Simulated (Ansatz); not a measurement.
**Pt: an elastic constant from a strain scan**

Method: DFT r2SCAN, scalar-relativistic, plane waves, PAW in Ansatz 0.2.0. Cutoff 500 eV, Γ-centred 24×24×12 k-points, Gaussian smearing of 0.15 eV. Spin–orbit coupling is left out, which can shift energies with elements as heavy as these. No spin polarisation. Energies are free energies at this smearing, counted from the undisturbed cell; pressure is positive in compression.

Reference structure (relaxed at this level; with this scan's settings it stands at 0.1 GPa; this form isn't the usual structure):

```yaml
crystal:
  lattice:
    - [2.73297, 0.00000, 0.00000]
    - [-1.36648, 2.36682, 0.00000]
    - [0.00000, 0.00000, 4.76535]
  atoms:
    - { symbol: Pt, position: [0.66667, 0.33333, 0.75000] }
    - { symbol: Pt, position: [0.33333, 0.66667, 0.25000] }
```

The cell is strained by ε times the Voigt pattern (1, -1, 0, 0, 0, 0) (xx, yy, zz, yz, xz, xy; engineering shear) with fractional coordinates fixed. The cell holds 2 atoms in V0 = 30.82 Å³. The stress column is τ = (1/V0) dE/dε, got from the stress tensor σ (compression positive) at each point as −det(1 + εP) σ : P(1 + εP)⁻¹, with P the pattern as a tensor.

```
      ε  ΔE (meV/atom)  τ (GPa)
-0.0400         42.898  -23.146
-0.0200         10.288  -10.942
 0.0000          0.000    0.000
 0.0100          2.360    4.820
 0.0300         19.589   12.656
 0.0400              ?        ?
```

Task: Which combination of elastic constants does this scan measure, and how large is it?

Result: For small ε, τ = τ0 + Kε with K = pᵀCp, which for this pattern is C11 + C22 − 2 C12 in the Cartesian frame shown. The parabola through τ at ε = -0.0200, 0 and 0.0100 has slope K = 504 GPa at zero. The energies per cell, E = NΔE, of the same two points give K = 2[E(ε₊)/ε₊ − E(ε₋)/ε₋]/[(ε₊ − ε₋)V0] = 520 GPa, in agreement. These are clamped-ion values.

Task: Predict the withheld row at ε = 0.0400 from the harmonic law, and compare.

Result: ΔE = V0(τ0 ε + Kε²/2)/N = 38.760 meV/atom and τ = 20.15 GPa. The calculation gives 33.222 meV/atom and 15.58 GPa: the energy lies 14 % below the harmonic value.

Forces appear on the atoms along this scan, and letting them relax would lower the energy and soften the response. In a metal these slopes depend on the k mesh and the smearing.